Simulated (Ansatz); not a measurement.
Input:

C (graphite type, space group P6_3/mmc)

```xyz
4
Lattice="2.4583 0.0000 0.0000 -1.2291 2.1289 0.0000 0.0000 0.0000 6.5648" Properties=species:S:1:pos:R:3 pbc="T T T"
C      0.0000     0.0000     1.6412
C      0.0000     0.0000     4.9236
C      0.0000     1.4193     1.6412
C      1.2291     0.7096     4.9236
```

Equation-of-state scan: isotropic scaling of the cell above, V₀ being its volume. Symmetry pins the atoms to their sites.

The numbers are results of PBEsol-D3(BJ) (plane waves to 420 eV, PAW, scalar-relativistic; Ansatz, a first-principles code), not measurements. k mesh 16×16×6 (Γ-centred), Fermi-Dirac smearing 0.05 eV. E stands for the smeared free energy. Compression counts positive. With the shape held, the modulus is that of even scaling; a crystal free to change shape is softer. C was relaxed with its symmetry unable to fall. ΔE is measured from the relaxed starting cell.

The scan covers V/V₀ from 0.900 to 1.100 in 11 points.

**Question.** What pressure does the cell carry at V/V₀ = 0.900?

**Answer.** 38.6 GPa.

**Question.** What is ΔE at V/V₀ = 0.900?

**Answer.** 96 meV/atom.

**Question.** What is ΔE at V/V₀ = 1.100?

**Answer.** 69 meV/atom.

(Under strain, the slope of the energy per volume gives the stress and its curvature an elastic modulus.)
